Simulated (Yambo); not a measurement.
A G0W0@PBEsol run in Yambo for CaZnC$_{2}$O$_{6}$ (space group R-3, No. 148) (4×4×4 Γ-centred k mesh, bands 5 to 137 and a 6 Ry block in the screening, 137 bands in G with the Bruneval-Gonze terminator, plasmon pole fitted at 27.2 eV) gives these matrix elements, in eV, at the band edges (L → Z):

```tsv
state	E0	<Vxc>	<Σx>	<Σc(E0)>	Z
valence edge	0.000	-21.363	-27.593	4.595	0.807
conduction edge	3.894	-14.686	-9.556	-3.275	0.842
```

Solve the linearised quasiparticle equation for both states, give the gap, and say how exchange and correlation each act on it.

E = E0 + Z(Σx + Σc − Vxc). Valence: 0.000 + 0.807 × (-27.593 + (4.595) − (-21.363)) = -1.32 eV. Conduction: 3.894 + 0.842 × (-9.556 + (-3.275) − (-14.686)) = 5.46 eV. The gap is 6.78 eV, against 3.89 eV in PBEsol. Replacing Vxc by bare exchange alone would open it by 11.36 eV; correlation takes back 7.87 eV of that, and Z scales what is left. Convergence of the G0W0 settings was not tested. Oxides, nitrides and fluorides with a shallow 3d shell are known to need far more bands and larger blocks. 

Geometry of the Materials Project entry, not relaxed at this level; primitive cell a = 6.126 Å, b = 6.126 Å, c = 6.126 Å, α = 46.80°, β = 46.80°, γ = 46.80°.

The structure is a Materials Project entry; no match was found in the copy of COD used, and its stability was not checked.
